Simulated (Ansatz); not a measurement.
CsGeF3 in the cubic perovskite structure, relaxed with r2SCAN in Ansatz. It is cubic, Pm-3m (No. 221); a = 4.497 Å in the conventional setting, 18.18 Å³ an atom. Around Cs lie 12 F at 3.18 Å; around Ge lie 6 F at 2.25 Å; around F lie 2 Ge at 2.25 Å and 4 Cs at 3.18 Å.

The axes x, y and z are those of this cell:
```
Cs Ge F
1.0
     4.49652    0.00000    0.00000
     0.00000    4.49652    0.00000
     0.00000    0.00000    4.49652
Cs Ge F
1 1 3
Direct
  0.00000 0.00000 0.00000
  0.50000 0.50000 0.50000
  0.50000 0.50000 0.00000
  0.50000 0.00000 0.50000
  0.00000 0.50000 0.50000
```

Unstrained: The PBE gap is direct at R: 1.857 eV. With r2SCAN the gap is 2.106 eV and direct, at R. With HSE06 the gap is 2.791 eV and direct, at R. Meshes: PBE 6×6×6, r2SCAN 6×6×6, HSE06 4×4×4. Strains are changes of length per length. After each strain the atoms were relaxed again with r2SCAN within the symmetry that the strain leaves, so tilts or polar shifts that break it weren't tested; points keep the names that they have in the unstrained zone. The cell comes from a prototype generator: it can be a known phase or a hypothetical one. Spin polarisation is off.

Problem. One strain changed the r2SCAN stress by xx +2.92, yy +2.92, zz +2.92 GPa (compression positive) and the gap by -0.224 eV (PBE), -0.235 eV (r2SCAN), -0.260 eV (HSE06). Which kind of strain was it, and roughly how large?

Solution. Isotropic -1.5 % on every length. The pattern of the stress gives the kind; the size needs the stiffness, so it is an estimate.

Problem. Estimate what epitaxial -1.0 % in the xy plane, free normal strain +0.85 % does to the gap.

Solution. PBE: the gap goes from 1.857 to 1.711 eV (-0.146 eV). r2SCAN: the gap goes from 2.106 to 1.949 eV (-0.157 eV). HSE06: the gap goes from 2.791 to 2.634 eV (-0.157 eV). The r2SCAN energy rises by 1.2 meV an atom.

Problem. Apply uniaxial -0.5 % along z, other directions held. How far does the gap move, against the unstrained cell?

Solution. PBE: the gap goes from 1.857 to 1.821 eV (-0.036 eV). r2SCAN: the gap goes from 2.106 to 2.068 eV (-0.038 eV). HSE06: the gap goes from 2.791 to 2.751 eV (-0.040 eV). The r2SCAN energy rises by 0.1 meV an atom.

Problem. One strain changed the r2SCAN stress by xx +2.11, yy +0.83, zz +0.83 GPa (compression positive) and the gap by -0.149 eV (PBE), -0.158 eV (r2SCAN), -0.166 eV (HSE06). Which kind of strain was it, and roughly how large?

Solution. Uniaxial -2.0 % along x, other directions held. The pattern of the stress gives the kind; the size needs the stiffness, so it is an estimate.

The runs are scalar-relativistic, without spin-orbit coupling.

The meshes of the hybrids are coarse, so their gaps aren't converged to the digits shown.
